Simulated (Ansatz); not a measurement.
SrTiO$_{3}$, DFT, PBEsol, all-electron LAPW, scalar-relativistic (Ansatz 0.2.0), run on 2 threads of Arm Neoverse V1 on a shared host.

The geometry is COD entry 7212245, unchecked; take it as a test cell. The listed cell was then made from it by scaling, straining or moving an atom.

Command: `ansatz run input.yaml --threads 2 --pin off --max-ram 8192MiB --backend cpu --events-out ev --progress --plain --runs-dir out`

```yaml
crystal:
  lattice:
    - [3.8252837545, 0.0, 0.0]
    - [0.0, 3.8252837545, 0.0]
    - [0.0, 0.0, 3.8252837545]
  atoms:
    - { symbol: Sr, position: [0.0, 0.0, 0.0] }
    - { symbol: Ti, position: [0.5, 0.5, 0.5] }
    - { symbol: O, position: [0.0, 0.5, 0.5] }
    - { symbol: O, position: [0.5, 0.0, 0.5] }
    - { symbol: O, position: [0.5, 0.5, 0.0] }
kpoints:
  mp_grid: { grid: [7, 7, 7] }
  band_path:
    path:
      - [0.0, 0.0, 0.0]
      - [0.0, 0.5, 0.0]
      - [0.5, 0.5, 0.0]
      - [0.0, 0.0, 0.0]
      - [0.5, 0.5, 0.5]
      - [0.0, 0.5, 0.0]
      - [0.5, 0.5, 0.5]
      - [0.5, 0.5, 0.0]
    npoints: 5
scf:
  occupations: { method: fermi_dirac, width: 0.05 }
hamiltonian:
  xc: pbesol
  pseudopotentials: { kind: all_electron, lapw: { basis_error: 0.001 } }
output:
  forces: true
  stress: true
  eigenvalues: true
```

(1) How large is the problem that the program sets up?

(2) About how long does it take, and how much memory does it use?

Results:

(1) 20 irreducible k-points, 1141 plane waves at Γ, 44 bands.

(2) 26 s of wall time for 12 SCF iterations, with a peak of 0.46 GiB. Times on shared machines scatter by tens of per cent.
